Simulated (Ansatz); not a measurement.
Mg, DFT, PBEsol, all-electron LAPW, scalar-relativistic (Ansatz 0.2.0), run on 1 thread of Intel(R) Xeon(R) Platinum 8488C (Sapphire Rapids) on a shared host.

The cell is COD entry 9008506, as deposited and not checked against the literature; nothing was relaxed. The listed cell was then made from it by scaling, straining or moving an atom.

Command: `ansatz run input.yaml --threads 1 --pin off --max-ram 3072MiB --backend cpu --events-out ev --progress --plain --runs-dir out`

```yaml
crystal:
  lattice:
    - [3.2092715325, -0.0320927153, -0.0320927153]
    - [-1.632428873, 2.7953570325, -0.0117467491]
    - [-0.0521033, -0.0521033, 5.21033]
  atoms:
    - { symbol: Mg, position: [0.3333333333, 0.6666666667, 0.25] }
    - { symbol: Mg, position: [0.6666666667, 0.3333333333, 0.75] }
kpoints:
  mp_grid: { grid: [12, 12, 7] }
  band_path:
    path:
      - [0.0, 0.0, 0.0]
      - [0.0, 0.0, 0.5]
      - [-0.5, 0.5, 0.0]
      - [0.0, 0.0, 0.0]
      - [0.0, -0.5, 0.0]
      - [-0.5, 0.0, 0.5]
      - [0.0, 0.0, 0.0]
      - [-0.5, 0.0, 0.0]
      - [0.0, -0.5, 0.5]
    npoints: 5
scf:
  occupations: { method: fermi_dirac, width: 0.08 }
hamiltonian:
  xc: pbesol
  pseudopotentials: { kind: all_electron, lapw: { basis_error: 0.0005 } }
output:
  forces: true
  stress: true
  eigenvalues: true
```

Q: How large is the problem that the program sets up?

A: 506 irreducible k-points, 135 plane waves at Γ, 14 bands.

Q: Estimate the wall time and the peak memory.

A: 22 s of wall time for 7 SCF iterations, with a peak of 0.53 GiB. Times on shared machines scatter by tens of per cent.
